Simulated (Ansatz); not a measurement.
Relaxed-ion elastic tensor of Ti (bcc (W type), Im-3m) in GPa (Voigt order), the program Ansatz at the r²SCAN level (PAW); density 4.62 g/cm³, 17.20 Å³ per atom.

```tsv
	1	2	3	4	5	6
1	86.5	123	123	0.0	0.0	0.0
2	123	86.5	123	0.0	0.0	0.0
3	123	123	86.5	0.0	0.0	0.0
4	0.0	0.0	0.0	42.2	0.0	0.0
5	0.0	0.0	0.0	0.0	42.2	0.0
6	0.0	0.0	0.0	0.0	0.0	42.2
```

Problem. Is the crystal mechanically stable?

Solution. No: the smallest eigenvalue of C is -36.9 GPa.

This is a known high-temperature phase of the composition, computed here at zero pressure and temperature. Symmetry was held in the r²SCAN relaxation. At this level the phase is dynamically unstable (imaginary phonons). No spin polarisation was allowed. As this level gives no gap, shear constants depend on the k-mesh and smearing (Fermi–Dirac, 0.1 eV here). On the denser mesh and wider smearing of the elastic run this cell carries a stress of 0.5 GPa.

Potentials: the earlier of the program's two PAW sets.
